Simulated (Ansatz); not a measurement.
Data:

TiRh (space group P4/mmm)

```
CELL_PARAMETERS angstrom
      2.89432     0.00000     0.00000
      0.00000     2.89432     0.00000
      0.00000     0.00000     6.71248
ATOMIC_POSITIONS crystal
  Ti 0.50000 0.50000 0.25000
  Ti 0.50000 0.50000 0.75000
  Rh 0.00000 0.00000 0.00000
  Rh 0.00000 0.00000 0.50000
```

A phonon eigenvector at Z = (0.0, 0.0, 0.5) is frozen into this cell: atom i moves by Q times the vector below, so Q is the largest atomic displacement, in Å. The cell is held. It is one choice among 2 degenerate patterns. (q is in reciprocal vectors of the primitive cell; the cell shown is doubled to hold the pattern.)

| atom | x | y | z |
|---|---|---|---|
| Rh3 | 0.000 | 1.000 | 0.000 |
| Rh4 | 0.000 | -1.000 | 0.000 |

Atoms not listed stay in place.

The numbers are results of LDA (plane waves to 420 eV, PAW, scalar-relativistic; Ansatz, an electronic-structure program), not measurements. k mesh 16×16×7 (Γ-centred), Fermi-Dirac smearing 0.05 eV. The energy includes the smearing's −TS. With partly filled bands, energies and forces of such displacements shift with the k mesh and the smearing. TiRh is run without spin polarisation. TiRh was relaxed with its symmetry unable to fall. ΔE is measured from the undisplaced structure.

The scan covers Q from -0.180 to 0.180 Å in 13 points.

Problem. Which space group does the distorted structure have?

Solution. Pmma (No. 51), lowered from P4/mmm.

Problem. What is the energy change at Q = 0.180 Å?

Solution. 95 meV/cell.

Problem. What harmonic wavenumber does the curvature at Q = 0 give?

Solution. 81 cm⁻¹.

(For displaced atoms, the force is minus the slope of the energy, and its curvature is a force constant, which sets phonon frequencies.)
